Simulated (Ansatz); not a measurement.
WS2 in space group C2/m (No. 12; S on 4i, S on 4i, W on 4i), r²SCAN+D4 in the plane-wave PAW code Ansatz, all energies at zero smearing, with the estimated change up to a 700 eV cutoff added, with one set of potentials and settings (totals compare only within such a set). Cell of 6 atoms (4 S, 2 W): -24423.171 eV.

| element | reference phase | E (eV/atom) |
|---|---|---|
| S | P2/c, 32 atoms in the cell | -905.9104 |
| W | Im-3m, 1 atoms in the cell | -10397.5157 |

Formation energy per atom, worked out: (-24423.171 − 4×(-905.9104) − 2×(-10397.5157))/6 = -0.750 eV/atom (-72 kJ per mol of atoms), at 0 K, without zero-point energy or fitted corrections.

The start of the workflow was typed in or built on a structure type; neither database checked (COD, Materials Project) lists it. It is not the phase usual at ambient conditions (space group No. 194). The r²SCAN+D4 relaxation kept the symmetry of its start; its stability against distortions is not shown here. The workflow began spin-polarised and lost its moments. The references are the lowest solids computed at this level, not always the standard phases. Spin–orbit coupling is left out wherever it is not named.

Potentials: the later of the program's two PAW sets.
